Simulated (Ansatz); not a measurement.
GaP:
```
GaP
1.0
    3.79883     0.00000     0.00000
   -1.89941     3.28988     0.00000
    0.00000     0.00000     6.26574
Ga P
2 2
Direct
  0.66667   0.33333   0.50013
  0.33333   0.66667   0.00013
  0.66667   0.33333   0.87387
  0.33333   0.66667   0.37387
```

Tensor components refer to the Cartesian frame of this cell.

Question: Give the high-frequency dielectric tensor and the Born effective charge tensors of the independent atoms from DFPT, LDA in the plane-wave PAW code Ansatz.

Answer: 
ε∞:
```
10.3  0.00  0.00
0.00  10.3  0.00
0.00  0.00  10.7
```
Z* of atom 1 (Ga), rows: field, columns: displacement, in e:
```
1.93  0.00  0.00
0.00  1.93  0.00
0.00  0.00  2.10
```
Z* of atom 3 (P), rows: field, columns: displacement, in e:
```
-1.93   0.00   0.00
 0.00  -1.93   0.00
 0.00   0.00  -2.10
```

Space group P6_3mc (wurtzite). The workflow started from a Materials Project entry (that database holds measured and hypothetical structures alike); the Crystallography Open Database copy checked does not list it. It is not the phase usual at ambient conditions (space group No. 216). The LDA relaxation kept the symmetry of its start; whether a distortion lowers the energy is not shown. Spin–orbit coupling is left out wherever it is not named.

Potentials: the later of the program's two PAW sets.
